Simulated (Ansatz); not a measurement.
Relaxation of a relaxed YN cell, doubled along one cell vector, shaken by Gaussian noise of σ = 0.08 Å a coordinate; 4 atoms in the cell, which starts as P1 (No. 1), aP4; a = 3.4618 Å, b = 3.4618 Å, c = 5.9960 Å, α = 73.22°, β = 73.22°, γ = 60.00°. These are r2SCAN (plane waves to 500 eV, PAW, scalar-relativistic; Ansatz, an electronic-structure program) values and carry that method's errors. Γ-centred k-mesh 12×6×12 on the run's cell, Fermi–Dirac smearing 0.05 eV. 

The optimiser's lines from the output (shortened; P is positive under compression):

```
relax step   1: F+E_penalty+E_count = -8496.82560735 eV  Δ(F+E_penalty+E_count) = +0.000e0 eV  max|allowed force component| = 1.032e0 eV/Å  Δτ_max = 0.0000 Å  P = +0.967 GPa  Ω = 58.671 Å³  (9 SCF iters, dr2 threshold 1.00e-7 eV, accepted)
relax step   2: F+E_penalty+E_count = -8496.78531419 eV  Δ(F+E_penalty+E_count) = +4.029e-2 eV  max|allowed force component| = 9.780e-1 eV/Å  Δτ_max = 0.1665 Å  P = +2.557 GPa  Ω = 58.053 Å³  (8 SCF iters, dr2 threshold 4.00e-7 eV, rejected (line search))
relax step   3: F+E_penalty+E_count = -8496.95072575 eV  Δ(F+E_penalty+E_count) = -1.251e-1 eV  max|allowed force component| = 1.397e-1 eV/Å  Δτ_max = 0.0833 Å  P = +0.364 GPa  Ω = 58.554 Å³  (12 SCF iters, accepted)
relax step   4: F+E_penalty+E_count = -8496.95374974 eV  Δ(F+E_penalty+E_count) = -3.024e-3 eV  max|allowed force component| = 1.693e-3 eV/Å  Δτ_max = 0.0184 Å  P = -0.048 GPa  Ω = 58.685 Å³  (7 SCF iters, dr2 threshold 4.00e-7 eV, accepted)
relax step   5: F+E_penalty+E_count = -8496.95376170 eV  Δ(F+E_penalty+E_count) = -1.196e-5 eV  max|allowed force component| = 7.227e-5 eV/Å  Δτ_max = 0.0005 Å  P = +0.009 GPa  Ω = 58.666 Å³  (5 SCF iters, dr2 threshold 7.29e-9 eV, accepted)
relax step   6: F+E_penalty+E_count = -8496.95376170 eV  Δ(F+E_penalty+E_count) = -3.392e-9 eV  max|allowed force component| = 6.849e-5 eV/Å  Δτ_max = 0.0000 Å  P = +0.008 GPa  Ω = 58.666 Å³  stress off target by 9.43e-3 GPa  SCF on the basis re-selected at this cell (its energy is not comparable with the rows above)  (5 SCF iters)
```

From the first to the last row the energy changes by -0.03 eV/atom and the volume by 0.0 %. The last row is marked as not comparable with the walk above it, whose basis was carried along; it does compare with step 1, since both stand on a basis selected at the nominal cutoff for their own cell.

Step 2 was rejected by the optimiser.

 The final structure: Fm-3m (No. 225), cF8, rock salt type; a = b = c = 4.8956 Å, α = β = γ = 90.00°. No spin polarisation in the result.
